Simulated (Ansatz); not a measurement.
Crystals of one structure type (rock salt) and one family of elements, relaxed and computed with DFT-PBE in the program Ansatz with PAW potentials.

```csv
crystal,V (Å³/atom),K_Hill (GPa)
LiF,8.41,67.4
NaF,12.99,?
KF,19.91,29.0
RbCl,37.58,14.2
KBr,37.69,13.5
RbBr,43.20,11.9
KI,46.31,10.6
```

### Question
Fit a straight line to ln K against ln V and predict the withheld value.

### Answer
Least squares on the 6 shown rows: ln K = -1.08 × ln V + (6.541), with a scatter of 3 %. For NaF this gives 43.5. The run itself gave 44.8, within the scatter.

All cells were relaxed under the symmetry of their starts (and spin orders); stability against distortions was not tested throughout. Scalar-relativistic: spin–orbit coupling is off unless named, which matters more the heavier the elements.

Potentials: the later of the program's two PAW sets.
